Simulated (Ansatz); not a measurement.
**Question.** Name crystals whose computed values (the program Ansatz at the r²SCAN level (PAW)) fall in these windows: highest Γ mode, no LO–TO term (cm⁻¹) 400 to 530; B₀ by P(V) fit (GPa) 180 to 230.

**Answer.** 

```json
[
 {"crystal": "P2W, C2/m (P on 4i, P on 4i, W on 4i)", "highest Γ mode, no LO–TO term (cm⁻¹)": "480", "B₀ by P(V) fit (GPa)": "196"},
 {"crystal": "GaN, I4mm (Ga on 2a, N on 2a)", "highest Γ mode, no LO–TO term (cm⁻¹)": "483", "B₀ by P(V) fit (GPa)": "193"},
 {"crystal": "Si2Mo, P6_222 (Si on 6j, Mo on 3d)", "highest Γ mode, no LO–TO term (cm⁻¹)": "419", "B₀ by P(V) fit (GPa)": "221"},
 {"crystal": "Si2Mo, MoSi2 or CaC2 type", "highest Γ mode, no LO–TO term (cm⁻¹)": "441", "B₀ by P(V) fit (GPa)": "217"}
]
```
Others may fit too.

Not the usual ambient phase: GaN, I4mm (Ga on 2a, N on 2a); Si2Mo, P6_222 (Si on 6j, Mo on 3d). Standing as an ambient phase not checked: P2W, C2/m (P on 4i, P on 4i, W on 4i). All cells were relaxed under the symmetry of their starts (and spin orders); stability against distortions was not tested throughout. Rows with no word on spin ran without spin polarisation. Spin–orbit coupling is left out wherever it is not named.

Potentials: the earlier of the program's two PAW sets.
